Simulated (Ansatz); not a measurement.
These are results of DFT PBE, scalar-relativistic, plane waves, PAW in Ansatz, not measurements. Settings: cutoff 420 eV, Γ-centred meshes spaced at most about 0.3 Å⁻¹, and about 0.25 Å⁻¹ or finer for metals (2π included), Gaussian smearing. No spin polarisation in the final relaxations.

All energies are static (0 K, no zero-point motion).

Two relaxed structures of RbHg:

A. Space group F-43m (No. 216), cubic, a = 8.354 Å. Rb has 4 Hg at 3.62 Å; around Hg lie 4 Rb at 3.62 Å.

B. Space group P-6m2 (No. 187), hexagonal, a = 4.987 Å, c = 4.825 Å. Around Rb lie 6 Hg at 3.76 Å and 8 Rb at 4.82–4.99 Å; around Hg lie 6 Rb at 3.76 Å.

Task: Which is lower in energy, and by how much?

Result: B is lower, by 178 meV/atom. A has the zinc blende type, space group F-43m (No. 216), 72.9 Å³/atom and no gap on its mesh; B has the tungsten carbide type, space group P-6m2 (No. 187), 52.0 Å³/atom and no gap. Counting all near atoms (those within 1.25 times the shortest distance at each site), A has Rb 4, Hg 4 and B has Rb 6, Hg 6. The denser one is the lower, and pressure would at first widen the difference. Both come from invented guesses. A third cell relaxed alike, in Fd-3m, lies 4 meV/atom below the lower of the two.

Spin–orbit coupling, which can matter for Hg, is left out. A magnetic state wasn't ruled out in cells without spin, among them F-43m. Cells relaxed within their symmetry can be saddle points.
